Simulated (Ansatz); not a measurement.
A geometry of Mo away from equilibrium: the start of the relaxation of a relaxed Mo cell shaken by Gaussian noise of σ = 0.08 Å a coordinate. All values below come from r2SCAN (plane waves to 500 eV, PAW, scalar-relativistic; Ansatz, an electronic-structure program). Γ-centred k-mesh 7×7×7 on the run's cell (coarser than for final values), Fermi–Dirac smearing 0.05 eV.

```xyz
8
Lattice="5.0500 0.0000 0.0000 0.0000 5.0500 0.0000 0.0000 0.0000 5.0500" Properties=species:S:1:pos:R:3 pbc="T T T"
Mo     0.7883     0.8155     0.9558
Mo     3.2186     1.8582     4.2573
Mo     4.4042     3.4769     1.7788
Mo     1.6830     4.2751     3.3082
Mo     4.2114     4.2778     4.2712
Mo     1.6759     3.2576     0.8806
Mo     0.6579     1.6529     3.4842
Mo     3.2433     0.6998     1.6682
```

Problem. What forces act on the atoms (eV/Å)?

Solution. 
```json
[
 {"atom": "Mo1", "Fx": "-0.50", "Fy": "-0.03", "Fz": "-0.89"},
 {"atom": "Mo2", "Fx": "0.00", "Fy": "-0.82", "Fz": "-0.07"},
 {"atom": "Mo3", "Fx": "-1.68", "Fy": "-1.54", "Fz": "-0.01"},
 {"atom": "Mo4", "Fx": "0.72", "Fy": "0.15", "Fz": "1.00"},
 {"atom": "Mo5", "Fx": "0.23", "Fy": "0.26", "Fz": "0.09"},
 {"atom": "Mo6", "Fx": "0.76", "Fy": "0.15", "Fz": "-0.26"},
 {"atom": "Mo7", "Fx": "0.40", "Fy": "0.68", "Fz": "-0.75"},
 {"atom": "Mo8", "Fx": "0.08", "Fy": "1.16", "Fz": "0.90"}
]
```

Problem. What is the pressure?

Solution. +2.3 GPa, compression positive.

No spin polarisation in the result.

The end of the path is a generated cell of Mo: the first start was made by placing the elements on the sites of a structure type, and the end was not matched to a known phase here, so it may be hypothetical. Known forms of Mo include space group No. 229.
